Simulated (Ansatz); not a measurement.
What moves the field gradients of SiO2?

Cell of run 1: a structure deposited in the COD.

Space group P4_12_12 (No. 92); a = 4.9709, c = 6.9278 Å.

| site | Wyckoff | site symmetry | x | y | z |
| --- | --- | --- | --- | --- | --- |
| Si | 4a | ..2 | 0.3005 | 0.3005 | 0.0000 |
| O | 8b | 1 | 0.2392 | 0.1037 | 0.1786 |

One atom of each set is listed.

Relaxed positions (PBE, cell held):

Si (0.3055, 0.3055, 0.0000)
O (0.2365, 0.1168, 0.1852)

All runs are DFT with Ansatz 0.2.0 (plane waves and PAW, scalar-relativistic unless spin–orbit coupling is named, Γ-centred meshes, Fermi–Dirac smearing where given) in this cell.

Run 1: PBE, gradients read without the response of the cores, atoms as given; 420 eV, 5×5×4 k-points, smearing 0.02 eV.
Run 2: PBE, gradients read without the response of the cores, atoms relaxed; 420 eV, 5×5×4 k-points, smearing 0.02 eV.
Run 3: r2SCAN, gradients read without the response of the cores, at the relaxed atoms; 500 eV, 5×5×4 k-points, smearing 0.02 eV.

| run | Si V_zz (η) | O V_zz (η) |
| --- | --- | --- |
| 1 | -0.50 (0.97) | 9.38 (0.14) |
| 2 | -0.36 (0.88) | 9.74 (0.19) |
| 3 | ? | ? |

V_zz in 10²¹ V/m².

Question: Estimate the row of run 3.

Answer: Si: -0.36 (0.82); O: 9.66 (0.19). It lies nearest to run 2, from whose tensors on these sites it differs by 0.09 at most (largest principal value of the difference, on O). Taken one at a time, the positions of the atoms (as given or relaxed) move the tensors on these sites by up to 0.53 (largest principal value of the change, on O), the functional (r2SCAN with its higher cutoff) by 0.09 (O).

In runs 1, 3 the atoms aren't at the calculated equilibrium (largest force 0.50, 0.31 eV/Å). The cell isn't the equilibrium one in run 1 (calculated pressure 8 GPa), and the entry's cell may itself be off.
